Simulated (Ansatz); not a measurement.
This cell of Hg₄Pt (space group Im-3m) is off equilibrium:

```yaml
crystal:
  lattice:
    - [-3.18595, 3.18595, 3.05851]
    - [3.18595, -3.18595, 3.05851]
    - [3.18595, 3.18595, -3.05851]
  atoms:
    - { symbol: Hg, position: [0.00000, 0.00000, 0.50000] }
    - { symbol: Hg, position: [0.00000, 0.50000, 0.00000] }
    - { symbol: Hg, position: [0.50000, 0.50000, 0.50000] }
    - { symbol: Hg, position: [0.50000, 0.00000, 0.00000] }
    - { symbol: Pt, position: [0.00000, 0.00000, 0.00000] }
```

All values below come from r2SCAN (plane waves to 500 eV, PAW, scalar-relativistic; Ansatz, a program for electronic structure). k mesh 11×11×11 (Γ-centred), Fermi-Dirac smearing 0.05 eV. The energy includes the smearing's −TS. Compression counts positive. With partly filled bands, the response to shear is sensitive to the k mesh, so small differences along c/a are uncertain. Hg4Pt is run without spin polarisation. Hg4Pt was relaxed with its symmetry unable to fall. Spin-orbit coupling is left out, though Hg and Pt are heavy.

Task: Give the stress tensor in GPa and the pressure.

Result: 
```
   -0.5      0.0      0.0
    0.0     -0.5      0.0
    0.0      0.0      1.2
```
The pressure, a third of the trace, is 0.1 GPa.

Task: It is the relaxed cell deformed to V/V₀ = 1.000, (c/a)/(c/a)₀ = 0.960, c along z, fractional positions held. What is its energy relative to the relaxed cell?

Result: 4 meV/atom.

(A scan under strain: stresses follow from slopes of the energy per volume, elastic moduli from its curvatures.)
